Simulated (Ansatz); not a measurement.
Profile along the Hf–Si line in HfSiSe (space group P4/nmm)

HfSiSe (space group P4/nmm)

```yaml
crystal:
  lattice:
    - [3.55189, 0.00000, 0.00000]
    - [0.00000, 3.55189, 0.00000]
    - [0.00000, 0.00000, 8.17422]
  atoms:
    - { symbol: Hf, position: [0.00000, 0.50000, 0.74369] }
    - { symbol: Hf, position: [0.50000, 0.00000, 0.25631] }
    - { symbol: Si, position: [0.00000, 0.00000, 0.00000] }
    - { symbol: Si, position: [0.50000, 0.50000, 0.00000] }
    - { symbol: Se, position: [0.50000, 0.00000, 0.62057] }
    - { symbol: Se, position: [0.00000, 0.50000, 0.37943] }
```

Fields along a shortest Hf–Si line of a (010) plane (2.75 Å), from Hf to Si, interpolated on the slice's grid (step about 0.3 Å). Calculation: LDA (plane waves to 420 eV, PAW, scalar-relativistic; Ansatz, an electronic-structure program). k mesh 13×13×6. These are valence fields of a PAW run, semicore shells included where kept as valence: close to a nucleus they are smooth pseudo fields. HfSiSe is run without spin polarisation. HfSiSe was relaxed with its symmetry unable to fall. Spin-orbit coupling is left out, though Hf is heavy.

| distance from Hf (Å) | valence electron density (e/Å³) | electron localisation function |
|---|---|---|
| 0.00 | 35.47 | x |
| 0.28 | 25.58 | x |
| 0.55 | 9.68 | 0.83 |
| 0.83 | 2.07 | 0.53 |
| 1.10 | 0.49 | 0.21 |
| 1.38 | 0.33 | 0.43 |
| 1.65 | 0.39 | 0.77 |
| 1.93 | 0.45 | 0.78 |
| 2.20 | 0.35 | 0.48 |
| 2.48 | 0.12 | x |
| 2.75 | 0.05 | x |

x: too close to a nucleus for the ELF to mean much.

Density on the Hf–Si line (2.75 Å) at its midpoint: 0.33 e/Å³. ELF at that point: 0.4. ELF maximum in the middle third of the Hf–Si line: 0.81, 1.8 Å from Hf.
